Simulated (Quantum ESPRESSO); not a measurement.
CsNO₃ is modelled in the orthorhombic space group Pmmn, origin choice 1 (No. 59), Pearson symbol oP10. Lattice parameters: a = 5.5504 Å, b = 6.1549 Å, c = 5.0793 Å, α = β = γ = 90.00°. N on 2a is coordinated by 3 O at 1.262 Å (trigonal planar). O1 on 4e sees 1 N at 1.262 Å and 1 Cs at 3.144 Å and 3 Cs at 3.304–3.312 Å. O2 on 2a is surrounded by 1 N at 1.263 Å and 4 Cs at 3.167–3.278 Å. Cs on 2b sees 12 O at 3.144–3.312 Å. (Neighbours: up to the widest gap in distance over summed covalent radii, below 1.35, at either atom; cation-cation contacts left out.)

The geometry is that of Materials Project entry mp-22628, symmetrised and not relaxed again.

Problem. What does PBEsol (Quantum ESPRESSO, PseudoDojo norm-conserving, 84 Ry, without SOC) give for the electronic structure near the Fermi level?

Solution. The PBEsol gap is direct, 3.09 eV at X. 

The structure is a Materials Project entry; no match was found in the copy of COD used, and its stability was not checked.

Letters of k points follow the standard setting of the lattice, whose axes may be ordered differently from the printed cell.
